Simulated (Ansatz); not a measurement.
## CaSiBHO5: which input changes reach the field gradients?

Cell: a measured structure from the Crystallography Open Database (COD), ions relaxed with PBE at fixed cell.

Space group P2_1/c (No. 14); a = 4.8390, b = 7.6200, c = 9.6460 Å, β = 90.14°.

```csv
site,Wyckoff,site symmetry,x,y,z
Ca,4e,1,0.0090,0.8938,0.6633
Si,4e,1,0.5310,0.7331,0.9159
B,4e,1,0.4297,0.5888,0.6592
H,4e,1,0.1957,0.4655,0.4241
O17,4e,1,0.7598,0.5963,0.9638
O21,4e,1,0.3262,0.6981,0.5424
O25,4e,1,0.3222,0.6649,0.7895
O29,4e,1,0.6896,0.9114,0.8544
O33,4e,1,0.7391,0.5854,0.6631
```

One atom of each set is listed.

Reference run. Method: Kohn–Sham DFT in Ansatz, PBE, plane waves and PAW, scalar-relativistic, 420 eV cutoff, Γ-centred 5×3×3 k-points, Fermi–Dirac smearing 0.02 eV.

It gives V_zz (10²¹ V/m²) O33 11.67 (η 0.84), H 3.81 (η 0.08), Si -3.53 (η 0.47), among others. Each of these runs changes the input as listed (caps on SCF iterations aside):

A. hamiltonian.hubbard: not typed → {sites: [{species: B, l: p, u_eff: 40.0}]}
B. kpoints.mp_grid.grid: [5, 3, 3] → [6, 4, 4]; scf.n_extra_bands: not typed → 2

Problem. How does each run end, and how far do the gradients move?

Solution. 

```csv
run,O33 V_zz (η),H V_zz (η),Si V_zz (η),"largest change of a gradient tensor, all atoms",note
A,11.96 (0.74),3.76 (0.14),-3.33 (0.62),2.86,converged
B,11.67 (0.84),3.81 (0.08),-3.53 (0.47),0.00,converged
```

Run A moves them most, on O25 (V_zz from 8.36 to 6.02). Run A holds an enormous U, so its numbers aren't properties of the crystal.

On the reference run: The entry's hydrogen positions were far off; the other atoms hardly move on relaxation.
